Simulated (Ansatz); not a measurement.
## Does relaxation matter for the field gradients of PbS with Br replacing S?

Start: a supercell of PbS (rock salt type, Fm-3m) built from an entry of the Crystallography Open Database (COD) (the entry's cell lengths or inner coordinates differ somewhat from later room-temperature determinations), with all atoms left at the host's positions.

Space group Fm-3m (No. 225); a = 17.7945 Å.

| site | Wyckoff | site symmetry | x | y | z |
| --- | --- | --- | --- | --- | --- |
| Pb1 | 32f | .3m | 0.3333 | 0.8333 | 0.8333 |
| Pb2 | 24e | 4m.m | 0.5000 | 0.0000 | 0.8333 |
| Pb6 | 48h | m.m2 | 0.8333 | 0.1667 | 0.0000 |
| Pb27 | 4a | m-3m | 0.0000 | 0.5000 | 0.5000 |
| Br | 4b | m-3m | 0.5000 | 0.0000 | 0.0000 |
| S29 | 48i | m.m2 | 0.6667 | 0.1667 | 0.0000 |
| S32 | 32f | .3m | 0.8333 | 0.1667 | 0.1667 |
| S42 | 24e | 4m.m | 0.0000 | 0.5000 | 0.3333 |

One atom of each set is listed; the run and its k-mesh use a cell of 54 atoms with edges of 12.58, 12.58, 12.58 Å.

Computed with Ansatz: DFT, PBE, plane waves and PAW, scalar-relativistic, 420 eV cutoff, Γ-centred 2×2×2 k-points, Fermi–Dirac smearing 0.01 eV, cell charge +1.

The largest force at the start is 1.2 eV/Å. Relaxing the ions at fixed cell moves them by 0.178 Å at most (atom 5, Pb) and 0.062 Å rms.

```
site  moved (Å)             first shell before                   first shell after  V_zz before (10²¹ V/m²)  η before
 Pb1      0.011                  6 S at 2.97 Å                  6 S at 2.96–2.97 Å                   -0.038      0.00
 Pb2      0.178  5 S at 2.97 Å, 1 Br at 2.97 Å  5 S at 2.82–2.97 Å, 1 Br at 3.14 Å                    11.36      0.00
 Pb6      0.029                  6 S at 2.97 Å                  6 S at 2.95–2.99 Å                    -1.85      0.03
  Br      0.000                 6 Pb at 2.97 Å                      6 Pb at 3.14 Å                     0.00         –
 S29      0.008                 6 Pb at 2.97 Å                 6 Pb at 2.95–2.97 Å                    -0.58      0.73
 S32      0.006                 6 Pb at 2.97 Å                      6 Pb at 2.96 Å                    0.015      0.00
 S42      0.027                 6 Pb at 2.97 Å                 6 Pb at 2.82–2.99 Å                     1.18      0.00
```

(1) How do the gradients change?

Results:

(1) 

```csv
site,V_zz after,η after,change of V_zz
Pb1,0.15,0.00,+0.19
Pb2,1.35,0.00,-10.01
Pb6,-1.35,0.08,+0.50
Br,0.00,–,0.00
S29,1.06,0.11,–
S32,-0.19,0.00,-0.21
S42,1.68,0.00,+0.50
```

The largest change of V_zz along a kept axis is on Pb2, from 11.36 to 1.35. In per cent, |V_zz| changes by -88 to -27 on Pb, +43 on S (all sites that start above 0.5, bar those whose gradient vanishes or changes sign or whose main axis turns by over 40°). V_zz changes sign on Pb1 (same axis). On S29 the largest principal value lies along another axis in the second run, so the two V_zz can't be compared directly. Other sites without a gradient aren't listed.

The defect repeats with the cell of 54 atoms, so it feels its images: sites between two images don't show the values beside a lone defect, and zeros or small values of η there can come from the images' arrangement. A uniform background compensates the cell's charge. Spin–orbit coupling is left out, which shifts gradients on Pb by a few per cent in wide-gap crystals, and can shift them far more where the calculated gap is small or absent, as here.
Before: With a gap of 0.3 eV on this mesh, small gradients can still move by 0.1 × 10²¹ V/m² or more as the k-mesh gets denser. The neighbours have not yet relaxed around the defect (largest force 1.2 eV/Å), so a real crystal will differ.
After: The relaxation keeps the site symmetry m-3m of the start, so the impurity can't leave its site; a start off the site could end lower. With a gap of 0.4 eV on this mesh, small gradients can still move by 0.1 × 10²¹ V/m² or more as the k-mesh gets denser.
